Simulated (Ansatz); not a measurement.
The cell below belongs to a search over invented structures; it isn't taken from experiment.

Input and command of a plane-wave DFT calculation in Ansatz:

```yaml
crystal:
  lattice:
    - [4.44847008, 2.5683254, 3.6290764]
    - [-4.44847008, 2.5683254, 3.6290764]
    - [0.0, -5.1366508, 3.6290764]
  atoms:
    - { symbol: Rb, position: [0.74143995, 0.25856005, 0.0] }
    - { symbol: Rb, position: [0.25856005, 0.0, 0.74143995] }
    - { symbol: Rb, position: [0.0, 0.74143995, 0.25856005] }
    - { symbol: Sr, position: [0.24431191, 0.24431191, 0.24431191] }
    - { symbol: Sr, position: [0.75568809, 0.75568809, 0.75568809] }
    - { symbol: P, position: [0.74379738, 0.25620262, 0.5] }
    - { symbol: P, position: [0.25620262, 0.5, 0.74379738] }
    - { symbol: P, position: [0.5, 0.74379738, 0.25620262] }
basis:
  ecutwfc: 420
kpoints:
  mp_grid: { grid: [3, 3, 3] }
hamiltonian:
  xc: pbe
scf:
  occupations: { method: gaussian, width: 0.2 }
  lower_state_search: "off"
output:
  forces: true
  stress: true
  eigenvalues: true
relax:
  adjacent_minimum: "off"
  f_tol: 0.08
  max_steps: 16
  cell: { stress_tol: 0.8 }
```

```bash
ansatz run input.yaml --threads 1 --pin off --max-ram 2560MiB --backend cpu --events-out ev --progress --plain --runs-dir out
```

Processor: Arm Neoverse V1, 1 thread, on a host shared with other jobs.

Question: How long does it run, and how much memory does it take?

Answer: About 65 s, peak memory 0.4 GiB. It solves 39 bands at 6 k points (after reduction by symmetry) with about 4799 plane waves (on the last cell), in 51 SCF iterations over 8 ionic steps.
